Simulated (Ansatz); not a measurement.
# HfFeO$_{3}$ single point

input.yaml (Ansatz 0.2.0)

```yaml
crystal:
  lattice:
    - [2.718157, 4.707985, 0.0]
    - [-2.718157, 4.707985, 0.0]
    - [-2.718157, 1.569325, 4.983409]
  atoms:
    - { symbol: Hf, position: [0.35412, 0.29176, 0.06236] }
    - { symbol: Hf, position: [0.64588, 0.70824, 0.93764] }
    - { symbol: Fe, position: [0.14523, 0.70954, 0.43569] }
    - { symbol: Fe, position: [0.85477, 0.29046, 0.56431] }
    - { symbol: O, position: [0.55162, 0.17986, 0.75906] }
    - { symbol: O, position: [0.26852, 0.79256, 0.75906] }
    - { symbol: O, position: [0.93892, 0.50946, 0.75906] }
    - { symbol: O, position: [0.44838, 0.82014, 0.24094] }
    - { symbol: O, position: [0.73148, 0.20744, 0.24094] }
    - { symbol: O, position: [0.06108, 0.49054, 0.24094] }
  symmetry: { tolerance: 0.0003 }
kpoints:
  mp_grid: { grid: [3, 3, 3], shift: [0, 0, 0] }
magnetization:
  spin_polarized: false
scf:
  occupations: { method: fermi_dirac }
hamiltonian:
  pseudopotentials: { kind: paw }
  xc: pbe0
basis:
  ecutwfc: 420
  fft_grid_basis: typed
output:
  forces: true
  stress: true
  eigenvalues: true
  bader: true
  populations: true
  elf: true
  write_potential: true
  volumetric_format: npy
  dos:
    e_range: [-12, 8]
    de: 0.05
    projected: { site_lists: { Fe: [Fe], Hf: [Hf], O: [O] } }
```

Parts of the output:

```
Warning: crystal.lattice misses the space group found at crystal.symmetry.tolerance 3.0e-4 in a digit that the deck types, which is why this is a warning: making the lattice exact moves one of its numbers by a whole unit of that number's last typed decimal, or more. The operation that it misses by the most changes a squared length by the fraction 1.22e-6.
Warning: output.stress: scf.convergence.dr2_threshold = 1e-7 eV (the SCF's general default) is looser than the 1e-9 eV advised for a printed stress (1e-10 eV for each atom of the cell: 10).
Warning: output.stress: scf.exx.energy_threshold = 1e-6 eV is looser than the 1e-7 eV advised for a stress under a hybrid functional (1e-8 eV for each atom of the cell: 10). Every SCF of the exchange loop can meet its threshold on dr2 while the loop round them stops early: no threshold on dr2 bounds what that leaves in the stress. Set scf.exx.energy_threshold to 1e-7 eV or tighter.
Pseudopotentials: kind: paw
Pseudopotential: Hf, paw, valence charge 26, recommended cutoff 420 eV (normal), Hf.paw.azcp
Pseudopotential: Fe, paw, valence charge 16, recommended cutoff 420 eV (normal), Fe.paw.azcp
Pseudopotential: O, paw, valence charge 6, recommended cutoff 420 eV (normal), O.paw.azcp
Functional definition: PBE0
  exchange = (1 - a)*pbe_x(kappa = kappa, mu = beta*pi^2/3) + a*exact_x
  correlation = pbe_c(beta = beta)
Crystal: 10 atoms, lattice volume = 127.546 Å³
Basis set: ecut = 420 eV, 2483 PW (Γ), exchange–correlation on 80×80×80 points (8 copies of the dense FFT grid, shifted against one another)
Bands: 72, of which v1, the nominal top of the filled ones, is band 60 counted from 1 (59 counted from 0)
Symmetry: 6 space group operations
Space group: R-3 (ITA 148), of the structure as read, at distance tolerance 1.5e-3 Å
k-points: 6 of 27
Initial density: superposition of atomic densities (neutral atoms: chi_scale 0, normalization atom), corrected by the library's trained network
Functional: x = pbe(κ = 0.804, μ = 0.2195), c = pbe(β = 0.0667), warm-up for x = 0.75 pbe(κ = 0.804, μ = 0.2195) + 0.25 exact, c = pbe(β = 0.0667)
Free energy (F): -43807.4378 eV
Frozen-core exchange: fock
Harris-Foulkes:  -43807.4378 eV  (|F-HF|=1.02e-10)
Internal energy: -43807.4378 eV  (E = F + TS)
E sigma→0 (E₀):  -43807.4378 eV
Fermi energy:    12.2042 eV
--- Per-component energies (eV) ---
  E_band       = -1223.0796
  E_kinetic    = 2558.8644
  E_local      = -19345.1655  (includes V_loc(G=0)·N_el)
  E_nonlocal   = -1773.3470
  E_hartree    = 8509.9490
  E_xc         = -972.1774
  E_vxc        = -1063.9313  (∫ρ·V_xc dr)
  E_exx        = -546.3498  (= α·E_x^exact, valence–valence)
  E_paw        = -17257.0934  (= ΣΔE_a)
  E_vpaw       = 2473.2847  (= ΣTr[D̂ρ^β])
  E_aug_tail   = 0.0162  (compensation charges beyond the density's cutoff)
  E_ewald      = -14983.7914
  E_core_change = 1.6571  (= ΣΔE_core)
  E_smearing   =  0.0000  (= −TS)
--- Forces (eV/Å), atoms counted from 1 ---
  atom   1  Hf     0.0000     0.0000    -0.3467
  atom   2  Hf     0.0000     0.0000     0.3467
  atom   3  Fe     0.0000     0.0000     1.1739
  atom   4  Fe     0.0000     0.0000    -1.1739
  atom   5  O     -0.4016     0.4798    -0.2557
  atom   6  O     -0.2147    -0.5877    -0.2557
  atom   7  O      0.6163     0.1079    -0.2557
  atom   8  O      0.4016    -0.4798     0.2557
  atom   9  O      0.2147     0.5877     0.2557
  atom  10  O     -0.6163    -0.1079     0.2557
--- Stress (GPa, compression-positive) ---
      -16.6648       0.0000       0.0000
        0.0000     -16.6648       0.0000
        0.0000       0.0000     -22.6214
  P = ⅓ Tr σ = -18.6503 GPa (-186.503 kbar)
--- Bader charges: 10 sites ---
  site symbol  charge [e]  shift [e]
     0     Hf      2.7194     0.0050
     1     Hf      2.7194     0.0050
     2     Fe      1.3527     0.0043
     3     Fe      1.3527     0.0043
     4      O     -1.3573     0.0005
     5      O     -1.3573     0.0002
     6      O     -1.3574     0.0005
     7      O     -1.3573     0.0005
     8      O     -1.3573     0.0002
     9      O     -1.3573     0.0005
```

Total energies depend on the potentials used, so only differences within one code and one set of settings carry meaning.

Origin: a known structure type with other elements, at an estimated volume, so it need not be a known compound. Caveats: the exchange threshold is loose for a stress; the SCF threshold is loose for a stress; no spin polarisation, so a magnetic state may lie lower; hybrid functional on a coarse k mesh; atoms or cell far from equilibrium.
